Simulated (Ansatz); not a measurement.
MgO:
```xyz
2
Lattice="0.0000 2.1021 2.1021 2.1021 0.0000 2.1021 2.1021 2.1021 0.0000" Properties=species:S:1:pos:R:3 pbc="T T T"
Mg     0.0000     0.0000     0.0000
O      2.1021     2.1021     2.1021
```

Relaxed with r²SCAN. Special points in fractions of this cell's reciprocal vectors: Γ (0.000, 0.000, 0.000); X (0.500, 0.000, 0.500); U (0.625, 0.250, 0.625); K (0.375, 0.375, 0.750); L (0.500, 0.500, 0.500); W (0.500, 0.250, 0.750).

Q: List the band energies nearest the valence-band maximum at these points for plane-wave PAW r²SCAN (Ansatz code).

A: In eV from the valence-band maximum; about four levels below and three above (degenerate sets whole), none deeper than 8.9 eV; … stands for higher levels left out; points with the same levels are listed once.

```tsv
k	below	above
Γ	0.00 0.00 0.00	5.69 …
X	-4.09 -1.37 -1.37	10.05 …
U	-3.50 -2.71 -1.17	11.10 …
L	-4.63 -0.68 -0.68	8.86 …
W	-2.96 -2.96 -1.78	…
```

Space group Fm-3m (rock salt). The cell was relaxed with r²SCAN under the symmetry of its start.

Potentials: the later of the program's two PAW sets.
